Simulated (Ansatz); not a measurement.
# Computed properties of Zn$_{2}$SnO$_{4}$

Zn₂SnO₄:
```xyz
14
Lattice="-2.9957 3.1210 4.3371 2.9957 -3.1210 4.3371 2.9957 3.1210 -4.3371" Properties=species:S:1:pos:R:3 pbc="T T T"
Zn     0.0000     4.6815     1.2308
Zn     2.9957    -1.5605     3.1063
Zn     1.4978     1.5605     2.1686
Zn    -1.4978     1.5605     2.1686
Sn     2.9957     0.0000     0.0000
Sn     0.0000     0.0000     4.3371
O      2.9957     0.1076     2.0437
O      0.0000     3.0135     2.2935
O      2.9957     3.0135     2.0437
O      0.0000     0.1076     2.2935
O      1.5884     1.5605     0.0086
O      1.4073     1.5605     4.3286
O      4.4029     1.5605     0.0086
O     -1.4073     1.5605     4.3286
```

Space group Imma (No. 74); conventional cell a = 5.991 Å, b = 6.242 Å, c = 8.674 Å, α = 90.00°, β = 90.00°, γ = 90.00°.

Method: PBEsol (plane waves, PAW; program Ansatz). Structure relaxed to zero pressure with the same functional. Other levels are named where they apply.

Cell and energy:

- Volume per atom = 11.59 Å³
- Density = 6.42 g/cm³
- Formation energy from the elements (no fitted shifts) = -1.53 eV/atom

Electronic structure:

- Band gap: 0.92 eV (direct)
- Valence-band maximum: at Γ
- Conduction-band minimum: at Γ
- Electron effective mass: 0.21 mₑ (isotropic)
- Electron effective mass with spin–orbit coupling: 0.21 mₑ (isotropic)
- Hole effective mass: 0.63, 4.8, 21 mₑ (principal values)
- Hole effective mass with spin–orbit coupling: 0.63, 4.8, 20 mₑ (principal values)
- HSE06 gap on the PBEsol cell: 2.78 eV
- Gap with spin–orbit coupling: 0.92 eV

Mechanics:

* **Bulk modulus (Birch–Murnaghan fit)**: 155 GPa
* **Pressure derivative B′**: 4.6
* **Elastic constants (relaxed ions, GPa)**: C11 = 222, C22 = 299, C33 = 204, C12 = 91.5, C13 = 125, C23 = 129, C44 = 86.4, C55 = 71.0, C66 = 40.9
* **Mechanical stability**: stable (all eigenvalues of C positive)
* **Hill bulk and shear moduli**: 156 and 61.2 GPa
* **Young's modulus**: 162 GPa
* **Poisson's ratio**: 0.33
* **Debye temperature from the elastic constants**: 455 K

Phonons:

- Highest zone-centre frequency (without LO–TO term): 623 cm⁻¹
- Zone-centre stability: no imaginary mode at Γ

The first step of the workflow began from a Materials Project structure, measured or hypothetical; the Crystallography Open Database copy checked does not list it. Whether it is the stable phase at ambient conditions was not checked. The PBEsol relaxation kept the symmetry of its start. The references are the lowest solids computed at this level, not always the standard phases (solids in place of the gases). Spin–orbit coupling is left out wherever it is not named.

Potentials: the later of the program's two PAW sets.
